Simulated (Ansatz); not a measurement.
# Nb, a known structure type with other elements, at an estimated volume

```
Nb
1.0
     1.42585    2.46963    0.00000
    -1.42585    2.46963    0.00000
     0.00000    0.00000    4.47166
Nb
2
Cartesian
  0.0000 1.6464 1.1179
  0.0000 3.2928 3.3537
```

Method: PBEsol, with U_eff = 2.0 eV on Nb d (all-electron-ortho-atomic projectors), spin-orbit coupling; PAW, plane waves to 420 eV, 9×9×5 Γ-centred mesh, cold occupations (width 0.0262 eV) (Ansatz 0.2.0), atoms fixed.

The state carries no moments; the state need not be the lowest.

Task: What does the stress say?

Result: The pressure is 31.1 GPa (compression positive), so with the atoms held at these fractions the cell would first expand. The principal stresses 29.1, 29.1, 35.1 GPa differ, so its shape would change too.

Task: Is there a gap?

Result: It is a metal, with about 2.5 states/eV a cell as the mean within 0.25 eV of the Fermi level, mostly Nb d (91 %).

Origin: a known structure type with other elements, at an estimated volume, so it need not be a known compound. Caveats: atoms or cell far from equilibrium; the SCF threshold is loose for a stress.
